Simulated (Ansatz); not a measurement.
Input file for Ansatz (an electronic-structure program):

Ansatz 0.2 input:
```yaml
crystal:
  lattice:
    - [3.0774037172, 0.0, 0.0]
    - [-1.5387018586, 2.6651097968, 0.0]
    - [0.0, 0.0, 5.2744355362]
  atoms:
    - { symbol: Nb, position: [0.6666666667, 0.3333333333, 0.75] }
    - { symbol: Nb, position: [0.3333333333, 0.6666666667, 0.25] }
    - { symbol: C, position: [0.0, 0.0, 0.0] }
    - { symbol: C, position: [0.0, 0.0, 0.5] }
kpoints:
  mp_grid: { grid: [32, 32, 16] }
hamiltonian:
  xc: lda
  pseudopotentials: { kind: paw }
scf:
  occupations: { method: fermi_dirac, width: 0.1 }
elastic: { mode: relaxed_ion, stencil: two_point, amplitude: 0.005, f_tol: 0.0005 }
```

Output (shortened):

```
Pseudopotential: Nb, paw, valence charge 13
Pseudopotential: C, paw, valence charge 4
Functional definition: SPW92
Crystal: 4 atoms, lattice volume = 43.259 Å³
Basis set: ecut = 420 eV, 845 PW (Γ)
Bands: 21, of which v1, the nominal top of the filled ones, is band 17 counted from 1 (16 counted from 0)
Symmetry: 24 space group operations
Space group: P63/mmc (ITA 194), of the structure as read, at distance tolerance 3.5e-5 Å
k-points: 918 of 16384
SCF 1 converged in 10 iterations: F = -9373.318962 eV  dr2 = 2.02e-15
Crystal: 4 atoms, lattice volume = 43.043 Å³
Symmetry: 8 space group operations
k-points: 2457 of 16384
SCF 2 converged in 9 iterations: F = -9373.316750 eV  dr2 = 2.43e-14
relax step   1: F+E_penalty+E_count = -9373.31675027 eV  Δ(F+E_penalty+E_count) = +0.000e0 eV  max|allowed force component| = 1.135e-2 eV/Å  Δτ_max = 0.0000 Å  (9 SCF iters, accepted)
Crystal: 4 atoms, lattice volume = 43.043 Å³
SCF 3 converged in 11 iterations: F = -9373.316760 eV  dr2 = 0.0
relax step   2: F+E_penalty+E_count = -9373.31675961 eV  Δ(F+E_penalty+E_count) = -9.334e-6 eV  max|allowed force component| = 5.120e-3 eV/Å  Δτ_max = 0.0006 Å  (11 SCF iters, accepted)
Crystal: 4 atoms, lattice volume = 43.043 Å³
SCF 4 converged in 10 iterations: F = -9373.316762 eV  dr2 = 4.53e-19
relax step   3: F+E_penalty+E_count = -9373.31676199 eV  Δ(F+E_penalty+E_count) = -2.386e-6 eV  max|allowed force component| = 1.178e-6 eV/Å  Δτ_max = 0.0005 Å  (10 SCF iters, accepted)
Crystal: 4 atoms, lattice volume = 43.043 Å³
SCF 5 converged in 6 iterations: F = -9373.316762 eV  dr2 = 0.0
Crystal: 4 atoms, lattice volume = 43.475 Å³
SCF 6 converged in 9 iterations: F = -9373.317274 eV  dr2 = 2.97e-14
relax step   1: F+E_penalty+E_count = -9373.31727368 eV  Δ(F+E_penalty+E_count) = +0.000e0 eV  max|allowed force component| = 9.122e-3 eV/Å  Δτ_max = 0.0000 Å  (9 SCF iters, accepted)
Crystal: 4 atoms, lattice volume = 43.475 Å³
SCF 7 converged in 7 iterations: F = -9373.317281 eV  dr2 = 8.54e-15
relax step   2: F+E_penalty+E_count = -9373.31728145 eV  Δ(F+E_penalty+E_count) = -7.778e-6 eV  max|allowed force component| = 2.458e-4 eV/Å  Δτ_max = 0.0008 Å  (7 SCF iters, accepted)
Crystal: 4 atoms, lattice volume = 43.475 Å³
SCF 8 converged in 6 iterations: F = -9373.317281 eV  dr2 = 0.0
Crystal: 4 atoms, lattice volume = 43.043 Å³
SCF 9 converged in 8 iterations: F = -9373.317155 eV  dr2 = 1.74e-14
Crystal: 4 atoms, lattice volume = 43.475 Å³
SCF 10 converged in 7 iterations: F = -9373.316869 eV  dr2 = 2.30e-15
Crystal: 4 atoms, lattice volume = 43.259 Å³
Symmetry: 4 space group operations
k-points: 4242 of 16384
SCF 11 converged in 9 iterations: F = -9373.318598 eV  dr2 = 1.36e-15
relax step   1: F+E_penalty+E_count = -9373.31859830 eV  Δ(F+E_penalty+E_count) = +0.000e0 eV  max|allowed force component| = 2.708e-4 eV/Å  Δτ_max = 0.0000 Å  (9 SCF iters, accepted)
Crystal: 4 atoms, lattice volume = 43.259 Å³
SCF 12 converged in 6 iterations: F = -9373.318598 eV  dr2 = 0.0
Crystal: 4 atoms, lattice volume = 43.259 Å³
SCF 13 converged in 9 iterations: F = -9373.318598 eV  dr2 = 1.38e-15
relax step   1: F+E_penalty+E_count = -9373.31859830 eV  Δ(F+E_penalty+E_count) = +0.000e0 eV  max|allowed force component| = 2.708e-4 eV/Å  Δτ_max = 0.0000 Å  (9 SCF iters, accepted)
Crystal: 4 atoms, lattice volume = 43.259 Å³
SCF 14 converged in 6 iterations: F = -9373.318598 eV  dr2 = 0.0
SCF converged after 10 iterations
Free energy (F): -9373.318962 eV
Harris-Foulkes:  -9373.318962 eV  (|F-HF|=3.64e-12)
Internal energy: -9373.258096 eV  (E = F + TS)
E sigma→0 (E₀):  -9373.288529 eV
Entropy (-TS):   -0.060866 eV (-15.216 meV/atom)
Fermi energy:    18.787517 eV
--- Per-component energies (eV) ---
  E_band       = -50.078861
  E_kinetic    = 975.755976
  E_local      = -1379.854400  (includes V_loc(G=0)·N_el)
  E_nonlocal   = 299.690174
  E_hartree    = 419.293358
  E_xc         = -448.969570
  E_vxc        = -550.031983  (∫ρ·V_xc dr)
  E_paw        = -6111.690882  (= ΣΔE_a)
  E_vpaw       = -234.225369  (= ΣTr[D̂ρ^β])
  E_aug_tail   = 0.000027  (compensation charges beyond the density's cutoff)
  E_ewald      = -3128.459832
  E_core_change = 0.977054  (= ΣΔE_core)
  E_smearing   = -0.060866  (= −TS)
  E_closure    = 0.000000  (closes the sum)
  Σ components = -9373.318962   (vs F -9373.318962, Δ=0.00e0)
--- Forces (eV/Å), atoms counted from 1 ---
  atom   1  Nb     0.00000000     0.00000000     0.00000000
  atom   2  Nb     0.00000000     0.00000000     0.00000000
  atom   3  C      0.00000000     0.00000000     0.00000000
  atom   4  C      0.00000000     0.00000000     0.00000000
  max |Σ_I F_I| component: 0.0 eV/Å
--- Stress (GPa, compression-positive) ---
        0.178145       0.000000       0.000000
        0.000000       0.178145       0.000000
        0.000000       0.000000      -0.112944
  P = ⅓ Tr σ = 0.0811 GPa (0.811 kbar)
--- Band table (eV; the first three rows and the last of 918) ---
  k-point 0: bands = ["-36.3281", "-36.2244", "-13.0007", "-12.1331", "-12.1173", "-12.1173", "-12.0495", "-12.0495", "5.6322", "9.7182", "11.2619", "14.9435", "14.9435", "16.8513", "16.8513", "17.2773", "18.2723", "18.2723", "19.1964", "19.1964", "20.0074"]
  k-point 1: bands = ["-36.3271", "-36.2254", "-12.9929", "-12.1420", "-12.1166", "-12.1166", "-12.0501", "-12.0501", "5.6578", "9.5991", "11.3855", "14.9462", "14.9462", "16.7657", "16.7657", "17.1871", "18.3808", "18.3808", "19.2290", "19.2290", "20.0728"]
  k-point 2: bands = ["-36.3242", "-36.2284", "-12.9697", "-12.1684", "-12.1147", "-12.1147", "-12.0521", "-12.0521", "5.7341", "9.3150", "11.6838", "14.9554", "14.9554", "16.5641", "16.5641", "16.9414", "18.6491", "18.6491", "19.3246", "19.3246", "20.2461"]
  k-point 917: bands = ["-36.1630", "-36.1630", "-12.7629", "-12.7629", "-12.6884", "-12.6884", "-12.2446", "-12.2446", "8.4044", "8.4044", "12.5674", "12.5674", "14.8638", "14.8638", "15.7675", "15.7675", "19.4715", "19.4715", "20.9826", "20.9826", "23.9517"]…
--- Elastic constants: 3 strain directions × 2 members + reference (group order 24) ---
  dense FFT box of the reference and of every strained cell: 24×24×36
  strains applied: 11, 33, 23; error gains …
  C = ∂σ_k/∂η_j (tension-positive GPa; Voigt order 11 22 33 23 13 12):
       574.671    186.428    213.340      0.000      0.000      0.000
       186.428    574.671    213.340      0.000      0.000      0.000
       213.021    213.021    578.139      0.000      0.000      0.000
         0.000      0.000      0.000    107.779      0.000      0.000
         0.000      0.000      0.000      0.000    107.779      0.000
         0.000      0.000      0.000      0.000      0.000    194.122
  reference stress σ⁰ (GPa):     -0.178     -0.178      0.113      0.000      0.000      0.000
  moduli (Voigt/Reuss/Hill, GPa): K = 328.12/327.93/328.02   G = 156.25/144.94/150.59   E = 391.82   ν = 0.301
  mechanically stable: yes (min eigenvalue of sym C = 107.78 GPa)
  strain η (Voigt 11):  stress-route row diagonal C_11 = 574.67 GPa, energy-path curvature d²(F+E_count+ΔE)/dδ²/Ω₀ = 574.68 GPa
         δ    σ_11 (GPa)             F (eV)   n_scf  n_hpsi   n_pw
    -5.000e-3      -3.0964       -9373.3167620       6  644406    855   relax 3 steps, max|allowed force component| 1.18e-6 eV/Å
     5.000e-3       2.6503       -9373.3172815       6  644385    863   relax 2 steps, max|allowed force component| 2.46e-4 eV/Å
  strain η (Voigt 33):  stress-route row diagonal C_33 = 578.14 GPa, energy-path curvature d²(F+E_count+ΔE)/dδ²/Ω₀ = 578.15 GPa
         δ    σ_33 (GPa)             F (eV)   n_scf  n_hpsi   n_pw
    -5.000e-3      -2.7942       -9373.3171548       8  354966    855   relax 0 steps, max|allowed force component| 1.43e-16 eV/Å
     5.000e-3       2.9872       -9373.3168685       7  309899    864   relax 0 steps, max|allowed force component| 1.11e-16 eV/Å
  strain η (Voigt 23):  stress-route row diagonal C_44 = 107.78 GPa, energy-path curvature d²(F+E_count+ΔE)/dδ²/Ω₀ = 107.77 GPa
         δ    σ_23 (GPa)             F (eV)   n_scf  n_hpsi   n_pw
    -5.000e-3      -0.5389       -9373.3185983       6  1113679    859   relax 1 steps, max|allowed force component| 2.71e-4 eV/Å
     5.000e-3       0.5389       -9373.3185983       6  1113738    859   relax 1 steps, max|allowed force component| 2.71e-4 eV/Å
```

Cost: very roughly 24 core-minutes on shared cores.

Space group P6_3/mmc (NiAs type). The first step of the workflow began from a Materials Project structure, measured or hypothetical; the Crystallography Open Database copy checked does not list it. It is not the phase usual at ambient conditions (space group No. 225). The LDA relaxation kept the symmetry of its start; whether a distortion lowers the energy is not shown. No spin polarisation was allowed. As this level gives no gap, shear constants depend on the k-mesh and smearing (Fermi–Dirac, 0.1 eV here). Scalar-relativistic: spin–orbit coupling is off unless named, which matters more the heavier the elements.

Potentials: the later of the program's two PAW sets.

Ansatz is a plane-wave DFT program.
